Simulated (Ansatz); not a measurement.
The start is a relaxed NbRu cell shaken by Gaussian noise of σ = 0.08 Å a coordinate. The structure is fully relaxed (lattice and positions, P = 0) with PBE (plane waves to 420 eV, PAW, scalar-relativistic; Ansatz, a program for electronic structure). The first steps use a coarse 9×9×4 k-mesh.

Initial structure:
```
NbRu
1.0
    4.24917     0.00000     0.00000
   -2.12459     3.67989     0.00000
    0.00000     0.00000    10.01530
Nb Ru
4 4
Direct
  0.95701   0.95595   0.92774
  0.00045   0.00279   0.44966
  0.32810   0.66879   0.24007
  0.66207   0.33477   0.75148
  0.00757   0.98045   0.17521
  0.99420   0.98236   0.68908
  0.35882   0.68126   0.51321
  0.68542   0.31327   0.02812
```

Question: Which atoms feel the largest initial force, and how large is it?

Answer: 2.48 eV/Å, on Nb2 (atoms numbered as listed).

Question: By how much does the energy per atom fall from start to end?

Answer: 0.69 eV/atom.

Question: Does it find its way back to the structure it was made from?

Answer: It does not go back: it reaches P2/m (No. 10), 0.60 eV/atom below the parent.

Question: What band gap does the relaxed structure have at this level?

Answer: No gap (metallic).

Question: Write out the relaxed structure.

Answer: 
Space group P2/m (No. 10); a = 4.5881 Å, b = 3.0868 Å, c = 9.0616 Å, α = γ = 90.00°, β = 94.30°

| atom | site | symmetry | x | y | z |
|---|---|---|---|---|---|
| Nb | 2m | m | 0.2937 | 0.0000 | 0.3886 |
| Nb | 2m | m | 0.7679 | 0.0000 | 0.1266 |
| Ru | 2n | m | 0.2679 | 0.5000 | 0.1205 |
| Ru | 2n | m | 0.2026 | 0.5000 | 0.6411 |

Final values are on a 10×15×5 k-mesh of the relaxed cell. No spin polarisation in the result.

The relaxed structure here is a generated cell of NbRu: the first start was made by placing the elements on the sites of a structure type, and the end was not matched to a known phase here, so it may be hypothetical.
